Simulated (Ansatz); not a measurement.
WSe: which magnetic state is lowest?

These are results of DFT PBE+U, scalar-relativistic, plane waves, PAW (Ansatz), not measurements.

```xyz
2
Lattice="0.0000 2.8710 2.8710 2.8710 0.0000 2.8710 2.8710 2.8710 0.0000" Properties=species:S:1:pos:R:3 pbc="T T T"
W     0.0000    0.0000    0.0000
Se    2.8710    2.8710    2.8710
```

| Item | Value |
| --- | --- |
| plane-wave cutoff | 420 eV |
| Γ-centred k-mesh | 12×12×12 |
| occupation rule | Gaussian smearing, 0.1 eV |
| U_eff on Löwdin-orthogonalised atomic d orbitals | W 6.2 eV |
| list of starting moments (μB, in atom order) | 1 0 |
| check for lower electronic states after the SCF | on |

All runs keep this geometry, which isn't relaxed for the lowest state (largest force there 0.000 eV/Å, pressure -1.2 GPa; forces reach 0.66 eV/Å in another state) and needn't be a stable compound; relaxing each order would shift the differences by some 100 meV/atom, going by the pressures and a bulk modulus of about 150 GPa. A propagation vector, in units of the reciprocal vectors, doubles the cell, which takes an equally dense mesh. The large starts are 2.5 0 μB. The small starts are 0.5 0 μB. Spin–orbit coupling is left out, which for heavy magnetic ions can matter as much as these differences. Site moments are spin moments in atom-centred spheres that scale with the neighbour distance. The states are those that the runs reached from these starts; a lower one can exist.

```tsv
start	ends	energy above lowest (meV/atom)	site moments (μB)	gap on mesh (eV)	P (GPa)
no spin	non-magnetic	2064	none over 0.05	metal	-14.3
ferromagnetic	ferromagnetic	17.8	W +3.19, Se -0.24	metal	0.0
large parallel starting moments	ferromagnetic	17.8	W +3.19, Se -0.24	metal	0.0
antiferromagnetic, doubled cell, propagation vector (0, 0, 1/2)	ferrimagnetic	265	W +2.92, W -3.18	metal	-0.7
antiferromagnetic, doubled cell, propagation vector (0, 1/2, 1/2)	antiferromagnetic	0.00	W +3.13, Se +0.09, W -3.13, Se -0.09	metal	-1.2
small parallel starting moments	ferromagnetic	17.8	W +3.19, Se -0.24	metal	0.0
```

Cost: 6 runs of about 14 core-minutes in all, on Arm Neoverse V2 (shared hosts).